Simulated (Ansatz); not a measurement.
I:
```yaml
crystal:
  lattice:
    - [3.75471, -2.29463, 0.00000]
    - [3.75471, 2.29463, 0.00000]
    - [0.00000, 0.00000, 9.79139]
  atoms:
    - { symbol: I, position: [0.84131, 0.15869, 0.12036] }
    - { symbol: I, position: [0.15869, 0.84131, 0.87964] }
    - { symbol: I, position: [0.34131, 0.65869, 0.37964] }
    - { symbol: I, position: [0.65869, 0.34131, 0.62036] }
```

Relaxed with r²SCAN+D4.

Which orbitals make up the states near the band edges in the program Ansatz at the r²SCAN+D4 level (PAW)?

Top 1 eV of the valence band: I 5p 99 %. Bottom 1 eV of the conduction band: I 5p 96 %. Projections are on Löwdin-orthogonalised atomic valence shells; empty p or d shells of many metals are not among them.

Tabulate the density of states.

States/eV per cell of 4 atoms, in 0.25 eV bins, energy from the valence-band maximum.

```tsv
E (eV)	total	I 5p	I 5s
-7.85	0.00	0.00	0.00
-7.60	0.00	0.00	0.00
-7.35	0.00	0.00	0.00
-7.10	0.00	0.00	0.00
-6.85	0.00	0.00	0.00
-6.60	0.00	0.00	0.00
-6.35	0.00	0.00	0.00
-6.10	0.00	0.00	0.00
-5.85	0.00	0.00	0.00
-5.60	0.00	0.00	0.00
-5.35	0.00	0.00	0.00
-5.10	0.00	0.00	0.00
-4.85	0.32	0.31	0.00
-4.60	5.60	5.45	0.11
-4.35	4.70	4.52	0.14
-4.10	1.94	1.85	0.08
-3.85	1.68	1.58	0.09
-3.60	1.35	1.27	0.06
-3.35	2.13	2.06	0.06
-3.10	3.31	3.24	0.05
-2.85	3.94	3.85	0.07
-2.60	3.74	3.64	0.07
-2.35	3.85	3.77	0.05
-2.10	4.89	4.80	0.05
-1.85	6.07	5.97	0.05
-1.60	4.37	4.31	0.03
-1.35	5.11	5.00	0.07
-1.10	5.59	5.46	0.08
-0.85	5.53	5.44	0.05
-0.60	6.67	6.58	0.04
-0.35	7.29	7.20	0.05
-0.10	1.92	1.89	0.02
0.15	0.00	0.00	0.00
0.40	0.00	0.00	0.00
0.65	0.00	0.00	0.00
0.90	0.00	0.00	0.00
1.15	0.26	0.24	0.01
1.40	2.26	2.13	0.09
1.65	4.15	3.94	0.11
1.90	5.05	4.85	0.08
2.15	3.74	3.62	0.04
2.40	0.53	0.52	0.01
2.65	0.00	0.00	0.00
2.90	0.00	0.00	0.00
3.15	0.00	0.00	0.00
3.40	0.00	0.00	0.00
3.65	0.00	0.00	0.00
3.90	0.00	0.00	0.00
4.15	0.00	0.00	0.00
4.40	0.00	0.00	0.00
4.65	0.00	0.00	0.00
4.90	0.00	0.00	0.00
5.15	0.00	0.00	0.00
5.40	0.01	0.00	0.00
5.65	0.30	0.00	0.00
5.90	1.18	0.01	0.00
```

Space group Cmce (molecular I2 type). The cell was relaxed with r²SCAN+D4 under the symmetry of its start. Spin–orbit coupling is left out wherever it is not named.

Potentials: the earlier of the program's two PAW sets.
